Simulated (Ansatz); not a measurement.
In the program Ansatz at the r²SCAN level (PAW), BP in the hexagonal phase (P6_422; B on 3c, P on 3d) relaxes to a = 3.276 Å, c = 7.005 Å. Its formation energy from the elements is 0.065 eV/atom, with no fitted shifts.

It is gapped at this level: 0.23 eV (indirect). The valence maximum lies at Γ and the conduction minimum at M (3 equivalent valleys). HSE06 on the same cell gives 0.62 eV. The electron mass is 0.18, 0.27, 0.31 mₑ (principal values). The hole mass is 0.33, 0.42, 0.42 mₑ (principal values).

An equation-of-state fit gives a bulk modulus of 177 GPa. The relaxed-ion elastic constants in GPa are C11 = 434, C12 = 43.2, C13 = 61.7, C33 = 393, C44 = 212. The elastic constants imply a Debye temperature near 1150 K. Bader charges are B +0.47, P -0.47 e.

The start of the workflow was typed in or built on a structure type; neither database checked (COD, Materials Project) lists it. It is not the phase usual at ambient conditions (space group No. 216). Symmetry was held in the r²SCAN relaxation; its stability against distortions is not shown here. The references are the lowest solids computed at this level, not always the standard phases.

Potentials: the later of the program's two PAW sets.
